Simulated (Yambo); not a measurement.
G0W0@PBEsol for RbCl (CsCl type, space group Pm-3m, No. 221) in Yambo. Reference settings: 4×4×4 Γ-centred k mesh, 134 bands and a 10 Ry block in the screening, 134 bands in G with the Bruneval-Gonze terminator, plasmon pole fitted at 27.2 eV. The PBEsol gap M → Γ on this mesh is 4.94 eV; G0W0 gaps are taken between the same points.

The settings were changed. The gap went from 7.86 eV to 7.69 eV, and the shift of the valence edge from -2.09 eV to -1.64 eV.

Task: Name the change that produced these shifts.
A) 44 bands in G, no terminator
B) 81 bands in G, no terminator
C) 1 Ry block
D) 44 bands in W, 44 bands in G

Result: A, 44 bands in G, no terminator. The others gave (gap, valence shift): 44 bands in W, 44 bands in G: 7.75, -1.83 eV; 81 bands in G, no terminator: 7.77, -1.88 eV; 1 Ry block: 7.45, -1.65 eV.

Geometry relaxed with PBEsol; primitive cell a = b = c = 3.886 Å, α = β = γ = 90.00°.

This is not the ordinary phase of the substance.

A shift is the quasiparticle energy of the state minus its PBEsol energy.
